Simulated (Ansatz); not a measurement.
**MgScAlO4: pressure against volume**

MgScAlO4, R3m, a = 3.240 Å, c = 24.827 Å. The structure is a Materials Project entry; whether it is the stable form wasn't checked. Ansatz: PBEsol, PAW, 420 eV, Γ-centred 12×12×12 mesh on 7 atoms, Gaussian smearing 0.02 eV; no spin polarisation. Shape and atoms are relaxed at each volume; pressure is positive in compression.

```tsv
V (Å³/atom)	P (GPa)
9.456	?
9.778	19.74
10.100	12.13
10.423	5.60
10.745	-0.01
11.067	-4.82
11.390	-8.94
11.820	-13.52
```

Task: Take V0 = 10.745 Å³/atom, count pressures from its P0 = -0.01 GPa, fit the third-order Birch–Murnaghan form to the other rows, and predict the missing pressure.

Result: With the Eulerian strain f = ½[(V0/V)^(2/3) − 1] and y = (P − P0)/[3f(1 + 2f)^(5/2)], the form is the line y = B0 + 1.5 B0 (B0′ − 4) f. Rows (f, y): 0.03244, 173.4; 0.02107, 173.2; 0.01025, 173.4; -0.00975, 172.7; -0.01906, 172.1; -0.03079, 171.4. Means f = 0.0006933, y = 172.70; Σ(Δf)² = 0.003005, ΣΔfΔy = 0.09188; the slope is their ratio. y = 172.7 + 30.58 f GPa, so B0 = 172.7 GPa and B0′ = 4 + 2 × (30.58)/(3 × 172.7) = 4.12. At V = 9.456, f = 0.04446, y = 174.06 and P = 28.72 GPa. The run gave 28.62 GPa, so the fit is 0.10 GPa too high, a small miss on the scale of the series.